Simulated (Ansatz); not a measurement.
## Magnetic and orbital states of Mg₇CuO₈

System: Mg₇CuO₈, a small unrelaxed cell with one substitutional d or f atom; the cell holds 16 atoms. One Mg of COD entry 9006473 is replaced by Cu, with no charge compensation.

```xyz
16
Lattice="0.0000 4.3554 4.3554 4.3554 0.0000 4.3554 4.3554 4.3554 0.0000" Properties=species:S:1:pos:R:3 pbc="T T T"
Mg    0.0000    0.0000    0.0000
Mg    2.1777    2.1777    0.0000
Mg    2.1777    0.0000    2.1777
Mg    4.3554    2.1777    2.1777
Cu    0.0000    2.1777    2.1777
Mg    2.1777    4.3554    2.1777
Mg    2.1777    2.1777    4.3554
Mg    4.3554    4.3554    4.3554
O     2.1777    2.1777    2.1777
O     4.3554    4.3554    2.1777
O     4.3554    2.1777    4.3554
O     6.5331    4.3554    4.3554
O     2.1777    4.3554    4.3554
O     4.3554    6.5331    4.3554
O     4.3554    4.3554    6.5331
O     6.5331    6.5331    6.5331
```

Numbers behind element symbols give the atom's place in this list.

The calculation used DFT, PBE, PAW, plane waves, scalar-relativistic (Ansatz).

```json
{
  "Plane-wave cutoff": "420 eV",
  "k-point mesh": "2×2×2 (Γ-centred)",
  "Occupations": "Fermi–Dirac smearing, 0.01 eV"
}
```

The total moment includes the space between the atomic spheres.

A semilocal functional without U tends to delocalise d and f electrons, and can give a metal where the real compound is an insulator. A small moment in a metal is sensitive to the mesh and the smearing. With one magnetic atom in the cell its copies can only be parallel; orders in a larger cell may lie lower.

The mesh is coarse, so energy differences (and at times their sign) aren't converged.

The run was started with:
```sh
ansatz run input.yaml --threads 4 --pin off --max-ram 9216MiB --backend cpu --events-out ev --progress --plain --runs-dir out
```

Machine: 4 threads of Arm Neoverse V1, on a shared host.

“Plain SCF” means no search for lower states. The default search lets the program follow hints of a lower state (another filling of open shells, a soft direction), where it sees any. The standard search may also try other magnetic orders and fillings, and need not reach the lowest state. With a search on, the program may also reshape the start on open shells.

State 1 (lowest found): spin-polarised, site moments Cu5 0.60 μB, total 1.00 μB per cell, no gap on the k-mesh. Reached from:
- the moments in brackets, symmetry off, plain SCF [Cu5 1.00 μB]: 16 iterations, 6.3 s
- usual moment, default search for lower states [Cu5 1.00 μB]: 13 iterations, 2.3 s
- the moments in brackets, standard search for lower states [Cu5 1.00 μB]: 13 iterations, 3 s
- spin on, no moments given (the program may seed its own), plain SCF: 14 iterations, 2.9 s
- usual moment scaled by 0.2, plain SCF [Cu5 0.20 μB]: 15 iterations, 2.7 s
- usual moment, plain SCF [Cu5 1.00 μB]: 14 iterations, 3.4 s
- usual moment times 0.65, plain SCF [Cu5 0.65 μB]: 14 iterations, 3.2 s

State 2, 7.0 meV/atom higher: non-magnetic (no spin polarisation), no gap on the k-mesh. Reached from:
- no spin polarisation: 7 iterations, 0.91 s

Distinct self-consistent solutions found: 2, from 8 converged runs. Switching spin polarisation off costs 7.0 meV/atom. A lower state, such as a non-collinear one or one in a larger cell, can't be excluded.
